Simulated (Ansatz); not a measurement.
CuI in space group P-6m2 (No. 187; Cu on 1a, I on 1f), a = b = 3.8417 Å, c = 3.5888 Å, α = β = 90.00°, γ = 120.00°.

Relaxed with PBEsol.

**Question.** Decompose the optical modes at the zone centre into irreducible representations, and say which are infrared and Raman allowed.

**Answer.** Point group -6m2: Γ_opt = A2'' + E'. Infrared: A2'', E'. Raman: E'.

**Question.** Assign frequencies (DFPT, the program Ansatz at the PBEsol level (PAW)).

**Answer.** E' 18, A2'' 24 cm⁻¹.

A made-up cell: these elements were put on the sites of a structure type; neither database checked (COD, Materials Project) lists it. It is not the phase usual at ambient conditions (space group No. 216). The PBEsol relaxation kept the symmetry of its start. At this level the phase is mechanically unstable. The run is not spin-polarised. As this level gives no gap, phonon frequencies hold no LO–TO term and depend on the k-mesh and smearing (Fermi–Dirac, 0.1 eV here). Scalar-relativistic: spin–orbit coupling is off unless named, which matters more the heavier the elements.

Potentials: the later of the program's two PAW sets.
